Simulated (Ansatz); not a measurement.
LaPd$_{2}$:
Space group I4/mmm (No. 139); a = b = 4.001 Å, c = 8.916 Å, α = β = γ = 90.00°

| atom | site | symmetry | x | y | z |
|---|---|---|---|---|---|
| La | 2a | 4/mmm | 0.0000 | 0.0000 | 0.0000 |
| Pd | 4d | -4m2 | 0.0000 | 0.5000 | 0.2500 |
(The calculation used a cell of 3 atoms; values per cell refer to that cell.)

Relaxed with PBE.

Q: Which orbitals make up the states near the Fermi level in PBE in the plane-wave PAW code Ansatz?

A: Within 0.5 eV of the Fermi level: La 5d 54 %, Pd 4d 16 %, La 6s 8 %, outside the projected shells 17 %. Projections are on Löwdin-orthogonalised atomic valence shells; empty p or d shells of many metals are not among them.

Q: Tabulate the density of states.

A: States/eV per cell of 3 atoms, in 0.25 eV bins, energy from the Fermi level.

| E (eV) | total | Pd 4d | La 4f | La 5d |
|---|---|---|---|---|
| -5.30 | 0.00 | 0.00 | 0.00 | 0.00 |
| -5.05 | 0.11 | 0.02 | 0.00 | 0.01 |
| -4.80 | 0.28 | 0.08 | 0.00 | 0.03 |
| -4.55 | 0.57 | 0.28 | 0.00 | 0.07 |
| -4.30 | 1.20 | 0.77 | 0.00 | 0.16 |
| -4.05 | 4.12 | 3.23 | 0.01 | 0.51 |
| -3.80 | 6.45 | 5.36 | 0.03 | 0.67 |
| -3.55 | 9.51 | 8.04 | 0.06 | 0.94 |
| -3.30 | 9.75 | 8.09 | 0.08 | 0.98 |
| -3.05 | 10.02 | 8.36 | 0.09 | 0.90 |
| -2.80 | 8.61 | 7.37 | 0.10 | 0.75 |
| -2.55 | 5.75 | 5.03 | 0.09 | 0.36 |
| -2.30 | 6.87 | 6.18 | 0.10 | 0.25 |
| -2.05 | 8.72 | 7.96 | 0.11 | 0.24 |
| -1.80 | 6.09 | 5.31 | 0.09 | 0.27 |
| -1.55 | 3.94 | 3.01 | 0.05 | 0.41 |
| -1.30 | 2.62 | 1.99 | 0.03 | 0.32 |
| -1.05 | 1.93 | 1.26 | 0.03 | 0.38 |
| -0.80 | 1.27 | 0.52 | 0.03 | 0.41 |
| -0.55 | 1.43 | 0.49 | 0.04 | 0.47 |
| -0.30 | 1.47 | 0.44 | 0.04 | 0.53 |
| -0.05 | 1.92 | 0.26 | 0.06 | 1.04 |
| 0.20 | 2.36 | 0.24 | 0.09 | 1.49 |
| 0.45 | 1.76 | 0.17 | 0.07 | 1.12 |
| 0.70 | 1.92 | 0.20 | 0.09 | 1.24 |
| 0.95 | 1.51 | 0.16 | 0.12 | 0.93 |
| 1.20 | 1.34 | 0.13 | 0.19 | 0.77 |
| 1.45 | 2.72 | 0.46 | 0.51 | 1.43 |
| 1.70 | 6.11 | 0.59 | 2.79 | 2.07 |
| 1.95 | 10.74 | 0.37 | 8.54 | 1.19 |

The workflow started from an entry of the Crystallography Open Database (COD). Whether it is the stable phase at ambient conditions was not checked. The PBE relaxation kept the symmetry of its start; whether a distortion lowers the energy is not shown. The run is not spin-polarised. The volume moved by -17 % from the start of the relaxation. The volume fell by over 15 % from the filed cell, which may lack light atoms or belong to other conditions. Axis ratios of metals converge slowly with the k-mesh, so a and c are less sure than the volume. Spin–orbit coupling is left out wherever it is not named.

Potentials: the later of the program's two PAW sets.
